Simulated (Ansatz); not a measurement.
Generalised stacking fault of NaI (rock salt) on the {100} plane. The cell below holds the perfect crystal with the plane normal along z; tilting its third vector by the shift puts one fault into each cell, between planes 3.26 Å apart, at fixed cell height.

```xyz
6
Lattice="4.6167 0.0000 0.0000 0.0000 4.6167 0.0000 2.3084 2.3084 9.7936" Properties=species:S:1:pos:R:3 pbc="T T T"
I      1.9236     1.9236     8.1613
I      1.9236     1.9236     1.6323
I      4.2320     4.2320     4.8968
Na     4.2320     4.2320     1.6323
Na     1.9236     1.9236     4.8968
Na     4.2320     4.2320     8.1613
```

In-plane vectors a = (4.617, 0.000) Å, b = (0.000, 4.617) Å, area 21.31 Å². The shift is s times the vector a (length 4.617 Å), so s = 1 restores the start. The shift is rigid: no atom relaxes. γ = [E(shift) − E(0)] / area.

Method: PBE (plane waves to 420 eV, PAW, scalar-relativistic; Ansatz, an electronic-structure program). k mesh 6×6×6 (Γ-centred), Fermi-Dirac smearing 0.05 eV. Energies are extrapolated to zero smearing. Faults lie only 9.8 Å apart, and holding the cell height and the atoms raises γ above its relaxed value. NaI was relaxed with its symmetry unable to fall. Spin-orbit coupling is left out, though I is heavy. The zero of γ is zero shift.

| s | γ (mJ/m²) |
|---|---|
| 0.000 | 0 |
| 0.083 | 14 |
| 0.167 | 54 |
| 0.250 | 116 |
| 0.333 | 187 |
| 0.417 | 244 |
| 0.500 | 267 |
| 0.583 | 244 |
| 0.667 | 187 |
| 0.750 | 116 |
| 0.833 | 54 |
| 0.917 | 14 |

### Question
Does γ have a local minimum between the ends of the line, and at which s?

### Answer
No computed point is one.

### Question
By a periodic cubic spline through the points, what shear stress does the steepest rise of γ from s = 0 correspond to?

### Answer
1.9 GPa. A slope of 1 mJ/m² per Å is 0.01 GPa.

(The slope of γ gives the shear force per area between the displaced halves; near zero shift its curvature is an elastic stiffness.)
